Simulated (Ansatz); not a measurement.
Given:

PIr₂:
```
PIr2
1.0
    0.00000     2.77396     2.77396
    2.77396     0.00000     2.77396
    2.77396     2.77396     0.00000
Ir P
2 1
Direct
  0.25000   0.25000   0.25000
  0.75000   0.75000   0.75000
  0.00000   0.00000   0.00000
```

This is the r²SCAN-relaxed structure.

All from r²SCAN in the plane-wave PAW code Ansatz, unless another level is named. Estimate the electronic character.

metallic (no gap).

And the density of states at the Fermi level?

0.25 states/eV per atom (mean over ±0.08 eV).

Give the gap with spin–orbit coupling.

none (metallic).

Space group Fm-3m (fluorite or antifluorite type). The workflow started from an entry of the Crystallography Open Database (COD). Whether it is the stable phase at ambient conditions was not checked. The r²SCAN relaxation kept the symmetry of its start; its stability against distortions is not shown here. No spin polarisation was allowed. Scalar-relativistic: spin–orbit coupling is off unless named, which matters more the heavier the elements.

Potentials: the later of the program's two PAW sets.
